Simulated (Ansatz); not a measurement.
Cu Kα1 powder pattern (kinematic, no thermal factors).
```tsv
2θ (°)	relative intensity
15.17	3
24.90	100
29.28	2
30.61	30
35.50	47
38.80	1
39.85	6
43.84	31
51.08	23
54.42	6
57.63	29
60.73	5
63.74	6
69.54	25
75.13	3
77.87	3
80.58	11
85.94	7
88.61	5
```

The pattern is computed from a structure relaxed with DFT PBE, scalar-relativistic, plane waves, PAW (Ansatz 0.2.0). No spin polarisation. Its elements are Al, C, Mn, N, Sr.

Task: Give the structure.

Result: Sr2MnAlC6N6.
Space group Fm-3m (No. 225). a = 10.108 Å, b = 10.108 Å, c = 10.108 Å, α = 90.00°, β = 90.00°, γ = 90.00°
| atom | site | symmetry | x | y | z |
| --- | --- | --- | --- | --- | --- |
| Sr | 8c | -43m | 0.2500 | 0.7500 | 0.7500 |
| Mn | 4a | m-3m | 0.0000 | 0.0000 | 0.0000 |
| Al | 4b | m-3m | 0.5000 | 0.0000 | 0.0000 |
| C | 24e | 4m.m | 0.1879 | 0.0000 | 0.0000 |
| N | 24e | 4m.m | 0.3056 | 0.0000 | 0.0000 |

A pattern alone doesn't exclude other cells with like lines; this is the one computed.

The cell was found from a structure generator's guess, not taken from experiment.
